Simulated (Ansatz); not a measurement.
# YPt$_{2}$, a database entry at a rescaled volume

```
Pt Y
1.0
     0.00000    3.81557    3.81557
     3.81557    0.00000    3.81557
     3.81557    3.81557    0.00000
Pt Y
4 2
Direct
  0.62500 0.62500 0.62500
  0.12500 0.62500 0.62500
  0.62500 0.62500 0.12500
  0.62500 0.12500 0.62500
  0.00000 0.00000 0.00000
  0.25000 0.25000 0.25000
```

Single point in Ansatz 0.2.0 with r2SCAN, no spin polarisation. Cutoff 500 eV, PAW datasets, 8×8×8 Γ-centred k mesh, fermi-dirac filling (width 0.1 eV).

(1) Is there a gap?

(2) What does the stress say?

(3) Give the Bader charges.

(4) What do density and ELF say about some of the short contacts?

Origin: a database entry at a rescaled volume.

## Answers

(1) It is a metal, with about 2.9 states/eV a cell as the mean within 0.25 eV of the Fermi level, mostly Pt d (35 %), Y d (34 %) and Y s (15 %).

(2) The pressure is 1.2 GPa (compression positive), so with the atoms held at these fractions the cell would first expand.

(3) Bader charges in e: Y +1.75, Pt -0.88. In the mean Y gives up most and Pt takes most.

(4) Pt–Pt at 2.70 Å: least valence density 0.44 e/Å³ and ELF 0.32 there. Pt–Y at 3.16 Å: least valence density 0.17 e/Å³ and ELF 0.12 there. Y–Y at 3.30 Å: least valence density 0.08 e/Å³ and ELF 0.04 there. These are pseudo-fields; inside the PAW spheres they differ from the all-electron ones.
